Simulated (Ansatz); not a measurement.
**6 guesses for Be3CdS2 and where they end**

These are results of DFT PBE, scalar-relativistic, plane waves, PAW in Ansatz 0.2.0, not measurements. All cells share a 420 eV cutoff and Γ-centred k meshes spaced at most about 0.3 Å⁻¹ (about 0.25 or finer for metals, 2π included). No spin polarisation in the final relaxations.

Each guess was relaxed in cell and atoms at zero pressure, within the symmetry of its start. All energies are static (0 K, no zero-point motion). Coordination counts S atoms around Be and Cd (those within 1.25 times the shortest such distance or 1.15 times the sum of covalent radii; a plus sign parts nearer from farther groups; the shortest distance is added where it is long for a bond; a slash parts the counts of unlike sites).

```tsv
guess	made from	start group	V start (Å³/atom)	end group	V end (Å³/atom)	coordination at the end	gap on mesh (eV)	E over the lowest end (meV/atom)
1	YB2Ir3 type	C2/m	15.0	C2/m	15.9	Be 2/4, Cd 2+8 from 3.2 Å	0	64
2	random cell	P4/mmm	14.9	P4/mmm	17.8	Be 2/4 from 2.6 Å, Cd 4	0	528
3	EuB2Rh3 type	P6/mmm	14.1	?	?	?	?	?
4	Li2CeO3 type	Cmmm	14.5	Cmmm	16.0	Be 1/4, Cd 8+4 from 3.5 Å	0	11
5	Tb2FeCo3 type	R-3m	15.3	R-3m	15.3	Be 4 from 2.6 Å, Cd 6	0	43
6	ErCo3Ge2 type	P6mm	14.4	P6/mmm	14.2	Be 4, Cd 12 from 3.6 Å	0	0
```

Guess 3 as it starts:

```
CELL_PARAMETERS angstrom
5.73342 0.00000 0.00000
-2.86671 4.96529 0.00000
0.00000 0.00000 2.97470
ATOMIC_POSITIONS crystal
Be 0.50000 0.00000 0.50000
Be 0.50000 0.50000 0.50000
Be 0.00000 0.50000 0.50000
Cd 0.00000 0.00000 0.00000
S 0.33333 0.66667 0.00000
S 0.66667 0.33333 0.00000
```

**Question.** Predict the end of this guess and its energy over the lowest end.

**Answer.** It ends in space group P6/mmm (No. 191), with a = 5.707 Å, c = 3.060 Å, 14.4 Å³/atom and no gap. It lies 126 meV/atom over the lowest end, above guess 1 and below guess 2. Counting S atoms around Be and Cd, this end has Be 4, Cd 6 from 3.3 Å and the lowest (guess 6) has Be 4, Cd 12 from 3.6 Å.

Space group P6/mmm (No. 191). a = 5.707 Å, b = 5.707 Å, c = 3.060 Å, α = 90.00°, β = 90.00°, γ = 120.00°
```csv
atom,site,symmetry,x,y,z
Be,3g,mmm,0.5000,0.0000,0.5000
Cd,1a,6/mmm,0.0000,0.0000,0.0000
S,2c,-6m2,0.3333,0.6667,0.0000
```

Formation energies are uncorrected and refer to the elements' standard structures at the same level.

**Question.** Is the lowest end bound against the elements?

**Answer.** No: its formation energy is +0.04 eV/atom. A positive value: parting into the elements would lower its energy.

For metals, differences of a few meV/atom aren't resolved. The reference form of S is held partly by dispersion forces, which this level lacks. Cells relaxed within their symmetry can be saddle points; a later kick test found a lower structure for Be3CdS2 P6/mmm. A lower structure may well exist outside this small set. Some structure types and database cells were kept out of the candidates from the start, so a known form may be missing.
